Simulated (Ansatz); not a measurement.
Total density of states per atom from DFT-r²SCAN in the program Ansatz with PAW potentials, in 0.25 eV bins, energy from the valence-band maximum:

```
E (eV) | states/eV/atom
    -7.86 | #### 0.22
    -7.61 | ## 0.08
    -7.36 | ##### 0.29
    -7.11 | ###### 0.33
    -6.86 | ## 0.10
    -6.61 | # 0.05
    -6.36 | ##### 0.25
    -6.11 | ####### 0.38
    -5.86 | ############# 0.67
    -5.61 | ########### 0.56
    -5.36 | ########## 0.54
    -5.11 | ########## 0.53
    -4.86 | ########### 0.59
    -4.61 | ############################ 1.52
    -4.36 | ########################### 1.45
    -4.11 | ############################## 1.60
    -3.86 | #################### 1.06
    -3.61 | ##################### 1.14
    -3.36 | ################# 0.92
    -3.11 | ############## 0.72
    -2.86 | ############## 0.76
    -2.61 | ######### 0.47
    -2.36 | ######### 0.48
    -2.11 | ######### 0.49
    -1.86 | ######### 0.47
    -1.61 | ############ 0.66
    -1.36 | ############## 0.77
    -1.11 | ################## 0.98
    -0.86 | ################## 0.98
    -0.61 | ################## 0.98
    -0.36 | ################## 0.98
    -0.11 | ################ 0.83
     0.14 |  0.00
     0.39 |  0.00
     0.64 |  0.00
     0.89 |  0.00
     1.14 |  0.00
     1.39 |  0.00
     1.64 |  0.00
     1.89 |  0.00
     2.14 |  0.00
     2.39 |  0.00
     2.64 |  0.00
     2.89 |  0.00
     3.14 |  0.00
     3.39 |  0.00
     3.64 |  0.01
     3.89 |  0.01
     4.14 |  0.01
     4.39 |  0.02
     4.64 |  0.02
     4.89 | # 0.03
     5.14 | # 0.04
     5.39 | # 0.04
     5.64 | # 0.06
     5.89 | # 0.07
     6.14 | ## 0.09
     6.39 | ### 0.14
     6.64 | ######## 0.42
     6.89 | ########## 0.54
     7.14 | ## 0.10
     7.39 | ### 0.16
     7.64 | ####### 0.37
     7.89 | ######### 0.49
```

Question: Which of these materials gives this?
A) ZrO2, Pca2_1 (Zr on 4a, O on 4a, O on 4a)
B) ZnGeO3, R-3 (Zn on 6c, Ge on 6c, O on 18f)
C) Ni5Ge3, C2/c (Pearson symbol mS32)
D) CoLi4Nb6O18, P3 (Pearson symbol hP29)

Answer: B, ZnGeO3, R-3 (Zn on 6c, Ge on 6c, O on 18f). Top 1 eV of the valence band: O 2p 85 %, Zn 3d 12 %. Bottom 1 eV of the conduction band: Zn 4s 33 %, O 2s 29 %, Ge 4s 23 %, O 2p 12 %. Projections are on Löwdin-orthogonalised atomic valence shells; empty p or d shells of many metals are not among them.

The first step of the workflow began from a Materials Project structure, measured or hypothetical; the Crystallography Open Database copy checked does not list it. Its standing as an ambient phase is unchecked. The cell was relaxed with r²SCAN under the symmetry of its start; whether a distortion lowers the energy is not shown. Scalar-relativistic: spin–orbit coupling is off unless named, which matters more the heavier the elements.

Potentials: the later of the program's two PAW sets.
